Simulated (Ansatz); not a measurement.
# Relaxing a structure of WC

The start is a relaxed WC cell with every coordinate shifted by Gaussian noise of σ = 0.45 Å. A full variable-cell relaxation at zero pressure is run with r2SCAN (plane waves to 500 eV, PAW, scalar-relativistic; Ansatz, an electronic-structure program). First-step values are on the input's coarse k-mesh.

Ansatz input (later rounds restart from its end on a renewed k-mesh):
Ansatz 0.2 input:
```yaml
crystal:
  lattice:
    - [2.9125732376, 0, 0]
    - [-1.4562866188, 2.5223624141, 0]
    - [0, 0, 2.8367038784]
  atoms:
    - { symbol: W, position: [0.1329761047, 0.3545672127, 0.0579018601] }
    - { symbol: C, position: [0.5154602816, 0.1262589749, 0.3842379359] }
basis: { ecutwfc: 500, ecutrho_ratio: 4, xc_grid: 4, fft_grid_basis: typed }
kpoints: { mp_grid: { grid: [9, 9, 8] } }
hamiltonian:
  xc: r2scan
  dispersion: none
  pseudopotentials: { azcp: { folder: ./paw }, kind: paw }
scf: { occupations: { method: fermi_dirac, width: 0.05 } }
relax: { f_tol: 0.01, max_steps: 100, cell: { stress_tol: 0.02 } }
output: { forces: true, stress: true }
```

```json
{
 "initial_pressure": "+63 GPa (positive: the cell is compressed)",
 "largest_initial_force": "about 9.8 eV/Å, on W1, C2 (atoms numbered as listed)",
 "energy_released": "1.31 eV/atom",
 "relative_to_the_parent": "It relaxes back to the parent, P-6m2 (No. 187)",
 "band_gap_at_the_end": "no gap (metallic)",
 "optimiser_moves": "7"
}
```

Relaxed structure:

```cif
data_CW
_chemical_formula_sum 'W1 C1'
_space_group_name_H-M_alt 'P-6m2'
_space_group_IT_number 187
_space_group_name_Hall 'P -6 2'
_cell_length_a 2.91257
_cell_length_b 2.91257
_cell_length_c 2.83670
_cell_angle_alpha 90.000
_cell_angle_beta 90.000
_cell_angle_gamma 120.000
loop_
_atom_site_label
_atom_site_type_symbol
_atom_site_symmetry_multiplicity
_atom_site_Wyckoff_symbol
_atom_site_fract_x
_atom_site_fract_y
_atom_site_fract_z
_atom_site_occupancy
W1 W 1 f 0.66667 0.33333 0.50000 1
C1 C 1 a 0.00000 0.00000 0.00000 1
```

Final values are on a 18×18×16 k-mesh of the relaxed cell. No spin polarisation in the result.
